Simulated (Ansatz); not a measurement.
# ScZn under pressure

The calculation used Ansatz, DFT LDA, scalar-relativistic, plane waves, PAW. Plane waves to 420 eV; Γ-centred k mesh 14×14×14; Fermi-Dirac smearing of 0.15 eV. No spin polarisation. Phonons by linear response, acoustic sum rule imposed.

Relaxed structure:
```
Sc Zn
1.0
     3.25702    0.00000    0.00000
     0.00000    3.25702    0.00000
     0.00000    0.00000    3.25702
Sc Zn
1 1
Cartesian
  0.0000 0.0000 0.0000
  1.6285 1.6285 1.6285
```

In a metal, frequencies and elastic constants depend on the k mesh and the smearing, soft modes and shear constants most.

Q: The cell is relaxed again at 3 and 10 GPa. How do volume, gap and optical modes at Γ (cm⁻¹, counted from the lowest optical one; a degenerate one stands once) change?

A:
|  | 0 GPa | 3 GPa | 10 GPa |
| --- | --- | --- | --- |
| V/V0 | 1.000 | 0.970 | 0.913 |
| gap (eV) | 0.00 | 0.00 | 0.00 |
| mode 1 | 207 | 219 | 241 |